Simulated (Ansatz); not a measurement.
SrZrO₃:
```cif
data_O18Sr6Zr6
_chemical_formula_sum 'Sr6 Zr6 O18'
_space_group_name_H-M_alt 'R3c :H'
_space_group_IT_number 161
_space_group_name_Hall 'R 3 -2"c'
_cell_length_a 5.80559
_cell_length_b 5.80559
_cell_length_c 14.12710
_cell_angle_alpha 90.000
_cell_angle_beta 90.000
_cell_angle_gamma 120.000
loop_
_atom_site_label
_atom_site_type_symbol
_atom_site_symmetry_multiplicity
_atom_site_Wyckoff_symbol
_atom_site_fract_x
_atom_site_fract_y
_atom_site_fract_z
_atom_site_occupancy
Sr1 Sr 6 a 0.00000 0.00000 0.26698 1
Zr1 Zr 6 a 0.00000 0.00000 0.01163 1
O1 O 18 b 0.09871 0.33755 0.09056 1
```
(The calculation used a cell of 10 atoms; values per cell refer to that cell.)

Relaxed with PBEsol.

Task: Which orbitals make up the states near the band edges in DFT-PBEsol in the program Ansatz with PAW potentials?

Result: Top 1 eV of the valence band: O 2p 94 %. Bottom 1 eV of the conduction band: Zr 4d 86 %, O 2p 8 %. Projections are on Löwdin-orthogonalised atomic valence shells; empty p or d shells of many metals are not among them.

Task: Tabulate the density of states.

Result: States/eV per cell of 10 atoms, in 0.25 eV bins, energy from the valence-band maximum.

```
E (eV)  total   O 2p  Zr 4d  Sr 5s
------  -----  -----  -----  -----
-7.85    0.00   0.00   0.00   0.00
-7.60    0.00   0.00   0.00   0.00
-7.35    0.00   0.00   0.00   0.00
-7.10    0.00   0.00   0.00   0.00
-6.85    0.00   0.00   0.00   0.00
-6.60    0.00   0.00   0.00   0.00
-6.35    0.00   0.00   0.00   0.00
-6.10    0.00   0.00   0.00   0.00
-5.85    0.00   0.00   0.00   0.00
-5.60    0.00   0.00   0.00   0.00
-5.35    0.00   0.00   0.00   0.00
-5.10    0.00   0.00   0.00   0.00
-4.85    0.00   0.00   0.00   0.00
-4.60    0.00   0.00   0.00   0.00
-4.35    0.00   0.00   0.00   0.00
-4.10    0.00   0.00   0.00   0.00
-3.85    0.11   0.07   0.03   0.01
-3.60    6.84   4.63   1.81   0.10
-3.35    9.92   6.91   2.26   0.18
-3.10    8.35   5.97   1.70   0.17
-2.85    7.79   5.65   1.55   0.11
-2.60    8.44   6.33   1.47   0.13
-2.35    8.91   6.83   1.50   0.09
-2.10   10.93   8.65   1.60   0.08
-1.85   11.27   9.34   1.22   0.06
-1.60    8.77   7.60   0.58   0.04
-1.35    7.90   6.93   0.41   0.10
-1.10    8.32   7.50   0.27   0.10
-0.85   10.79   9.99   0.27   0.05
-0.60   14.20  13.26   0.32   0.04
-0.35   14.36  13.62   0.20   0.03
-0.10    7.09   6.85   0.03   0.01
0.15     0.00   0.00   0.00   0.00
0.40     0.00   0.00   0.00   0.00
0.65     0.00   0.00   0.00   0.00
0.90     0.00   0.00   0.00   0.00
1.15     0.00   0.00   0.00   0.00
1.40     0.00   0.00   0.00   0.00
1.65     0.00   0.00   0.00   0.00
1.90     0.00   0.00   0.00   0.00
2.15     0.00   0.00   0.00   0.00
2.40     0.00   0.00   0.00   0.00
2.65     0.00   0.00   0.00   0.00
2.90     0.00   0.00   0.00   0.00
3.15     0.00   0.00   0.00   0.00
3.40     0.00   0.00   0.00   0.00
3.65     0.00   0.00   0.00   0.00
3.90     0.63   0.03   0.56   0.01
4.15     2.14   0.11   1.92   0.01
4.40     2.71   0.23   2.33   0.01
4.65     3.39   0.38   2.78   0.02
4.90     4.05   0.55   3.15   0.03
5.15     6.31   1.04   4.68   0.06
5.40     3.19   0.54   2.29   0.05
5.65     8.06   1.50   5.59   0.18
5.90     5.17   0.92   3.15   0.33
6.15     7.81   1.50   4.92   0.31
6.40     4.67   0.79   2.32   0.32
6.65     3.11   0.39   1.09   0.36
6.90     3.60   0.24   0.45   0.62
7.15     5.60   0.36   0.58   0.92
7.40     8.11   0.46   1.00   0.79
7.65     9.35   0.51   1.10   0.61
7.90     7.74   0.40   0.86   0.54
8.15     8.41   0.45   1.02   0.46
8.40     3.20   0.17   0.68   0.11
8.65     8.11   0.51   1.93   0.16
```

The start of the workflow was typed in or built on a structure type; neither database checked (COD, Materials Project) lists it. COD files the formula under space group No. 62, 63, 221. Whether it is the stable phase at ambient conditions was not checked. The PBEsol relaxation kept the symmetry of its start; whether a distortion lowers the energy is not shown. The run is not spin-polarised. Scalar-relativistic: spin–orbit coupling is off unless named, which matters more the heavier the elements.

Potentials: the earlier of the program's two PAW sets. The files were generated under PBE; for other functionals the program regenerates the frozen cores, and for LDA and PBEsol the local potential too.
